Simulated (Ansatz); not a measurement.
Given:

In2Ag:
```
CELL_PARAMETERS angstrom
     -3.38119     3.38119     2.74269
      3.38119    -3.38119     2.74269
      3.38119     3.38119    -2.74269
ATOMIC_POSITIONS crystal
  In 0.34497 0.15503 0.50000
  In 0.65503 0.84497 0.50000
  In 0.15503 0.65503 0.81005
  In 0.84497 0.34497 0.18995
  Ag 0.75000 0.75000 0.00000
  Ag 0.25000 0.25000 0.00000
```

This is the LDA-relaxed structure.

All from LDA in the plane-wave PAW code Ansatz, unless another level is named. Predict the formation energy from the elements (no fitted shifts).

-0.069 eV/atom.

Predict the density of states at the Fermi level.

0.39 states/eV per atom (mean over ±0.08 eV).

Space group I4/mcm. The first step of the workflow began from a Materials Project structure, measured or hypothetical; the Crystallography Open Database files this formula in space group No. 140, but the cells were not matched. Its standing as an ambient phase is unchecked. Symmetry was held in the LDA relaxation; its stability against distortions is not shown here. The run is not spin-polarised. The references are the lowest solids computed at this level, not always the standard phases. Spin–orbit coupling is left out wherever it is not named.

Potentials: the later of the program's two PAW sets.
